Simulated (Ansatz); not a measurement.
Relaxing a structure of P2W

The start is a relaxed P2W cell with every coordinate shifted by Gaussian noise of σ = 0.2 Å. A full variable-cell relaxation at zero pressure is run with PBEsol (plane waves to 420 eV, PAW, scalar-relativistic; Ansatz, an electronic-structure program). The first steps use a coarse 8×8×5 k-mesh.

Input geometry:
```yaml
crystal:
  lattice:
    - [1.57439, -5.56816, 0.00000]
    - [1.57439, 5.56816, 0.00000]
    - [0.00000, 0.00000, 4.95316]
  atoms:
    - { symbol: P, position: [0.97914, 0.82273, 0.34312] }
    - { symbol: P, position: [0.94712, 0.08808, 0.89821] }
    - { symbol: P, position: [0.84742, 0.30754, 0.21383] }
    - { symbol: P, position: [0.30232, 0.87412, 0.63356] }
    - { symbol: W, position: [0.29015, 0.47677, 0.41615] }
    - { symbol: W, position: [0.59646, 0.43727, 0.02271] }
```

Problem. How much energy is released per atom?

Solution. 0.95 eV/atom.

Problem. Is the parent structure recovered?

Solution. It relaxes back to the parent, Cmc2₁ (No. 36).

Problem. How do the shortest distances between atoms change?

Solution. The closest pairs of elements (up to four, under 3.6 Å), start → end: P–W 2.00 → 2.47 Å; P–P 2.17 → 2.16 Å; W–W 2.77 → 3.15 Å.

Relaxed structure:

Space group Cmc2₁ (No. 36); a = 3.1488 Å, b = 11.1363 Å, c = 4.9531 Å, α = β = γ = 90.00°

| atom | site | symmetry | x | y | z |
|---|---|---|---|---|---|
| P | 4a | m.. | 0.0000 | 0.4299 | 0.3597 |
| P | 4a | m.. | 0.0000 | 0.7030 | 0.1775 |
| W | 4a | m.. | 0.0000 | 0.0932 | 0.4766 |
(The calculation used a cell of 6 atoms; values per cell refer to that cell.)

Final values are on a 15×15×10 k-mesh of the relaxed cell. The start holds a very short contact (W–P 2.00 Å). No spin polarisation in the result.
